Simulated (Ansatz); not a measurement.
TiSi (CsCl type, space group No. 221), the program Ansatz at the r²SCAN level (PAW), all energies at zero smearing, with the estimated change up to a 700 eV cutoff added, with one set of potentials and settings (totals compare only within such a set). Cell of 2 atoms (1 Ti, 1 Si): -3143.903 eV.

```json
[
 {"element": "Ti", "reference phase": "P6/mmm, 3 atoms in the cell", "E (eV/atom)": "-2504.3896"},
 {"element": "Si", "reference phase": "Fd-3m, 2 atoms in the cell", "E (eV/atom)": "-639.0667"}
]
```

Formation energy per atom, worked out: (-3143.903 − 1×(-2504.3896) − 1×(-639.0667))/2 = -0.224 eV/atom (-22 kJ per mol of atoms), at 0 K, without zero-point energy or fitted corrections.

Space group Pm-3m (CsCl type). A made-up cell: these elements were put on the sites of a structure type; neither database checked (COD, Materials Project) lists it. COD files the formula under space group No. 25, so this cell is another polymorph or a model. Whether it is the stable phase at ambient conditions was not checked. The cell was relaxed with r²SCAN under the symmetry of its start. At this level the phase is mechanically unstable. The run is not spin-polarised. The references are the lowest solids computed at this level, not always the standard phases.

Potentials: the later of the program's two PAW sets.
